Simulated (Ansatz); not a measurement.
CdS:
```yaml
crystal:
  lattice:
    - [4.15997, 0.00000, 0.00000]
    - [-2.07999, 3.60264, 0.00000]
    - [0.00000, 0.00000, 13.55379]
  atoms:
    - { symbol: Cd, position: [0.00000, 0.00000, 0.00051] }
    - { symbol: Cd, position: [0.00000, 0.00000, 0.50051] }
    - { symbol: Cd, position: [0.66667, 0.33333, 0.75028] }
    - { symbol: Cd, position: [0.33333, 0.66667, 0.25028] }
    - { symbol: S, position: [0.00000, 0.00000, 0.81251] }
    - { symbol: S, position: [0.00000, 0.00000, 0.31251] }
    - { symbol: S, position: [0.66667, 0.33333, 0.56234] }
    - { symbol: S, position: [0.33333, 0.66667, 0.06234] }
```

Relaxed with r²SCAN.

**Question.** Decompose the optical modes at the zone centre into irreducible representations, and say which are infrared and Raman allowed.

**Answer.** Point group 6mm: Γ_opt = 3A1 + 4B1 + 3E1 + 4E2. Infrared: A1, E1. Raman: A1, E1, E2.

**Question.** Assign frequencies (DFPT, DFT-r²SCAN in the program Ansatz with PAW potentials; without the LO–TO term).

**Answer.** E2 33, E2 34, E1 42, B1 98, B1 98, A1 135, A1 226, E1 230, E2 237, E2 240, E1 246, B1 293, B1 294, A1 296 cm⁻¹.

Subscripts of B labels follow the axes of the standard setting.

Space group P6_3mc. A made-up cell: these elements were put on the sites of a structure type. Its sites differ from those of the usual phase in this space group: another stacking or structure type. The r²SCAN relaxation kept the symmetry of its start; whether a distortion lowers the energy is not shown.

Potentials: the later of the program's two PAW sets.
